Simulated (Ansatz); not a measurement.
NbSn2:
Space group Fddd, origin choice 1 (No. 70); a = 5.640 Å, b = 9.792 Å, c = 19.054 Å, α = β = γ = 90.00°

```json
[
 {"atom": "Nb", "site": "16g", "symmetry": "..2", "x": "0.0000", "y": "0.0000", "z": "0.1269"},
 {"atom": "Sn", "site": "16f", "symmetry": ".2.", "x": "0.0000", "y": "0.1692", "z": "0.0000"},
 {"atom": "Sn", "site": "16g", "symmetry": "..2", "x": "0.0000", "y": "0.0000", "z": "0.4173"}
]
```
(The calculation used a cell of 12 atoms; values per cell refer to that cell.)

Relaxed at zero pressure with PBEsol in the plane-wave PAW code Ansatz.

Question: The volume is lowered by 3 % and shape and atoms relax at that volume. What pressure results, and how do the axes share the change?

Answer: 3.6 GPa; a -1.1 %, b -0.9 %, c -1.0 %; the energy rises by 7 meV/atom.

Question: Give the new structure.

Answer: 
Space group Fddd, origin choice 1 (No. 70); a = 5.5791 Å, b = 9.7017 Å, c = 18.8582 Å, α = β = γ = 90.00°

```
atom  site  symmetry       x       y       z
----  ----  --------  ------  ------  ------
Nb     16g       ..2  0.0000  0.0000  0.1266
Sn     16f       .2.  0.0000  0.1699  0.0000
Sn     16g       ..2  0.0000  0.0000  0.4179
```

The phase is kept; no other phase was compared at this pressure.

The first step of the workflow began from a Materials Project structure, measured or hypothetical; the Crystallography Open Database files this formula in space group No. 70, but the cells were not matched. Its standing as an ambient phase is unchecked. Symmetry was held in the PBEsol relaxation; its stability against distortions is not shown here. The run is not spin-polarised. Axis ratios of metals converge slowly with the k-mesh, so a and c are less sure than the volume. Spin–orbit coupling is left out wherever it is not named.

Potentials: the later of the program's two PAW sets.
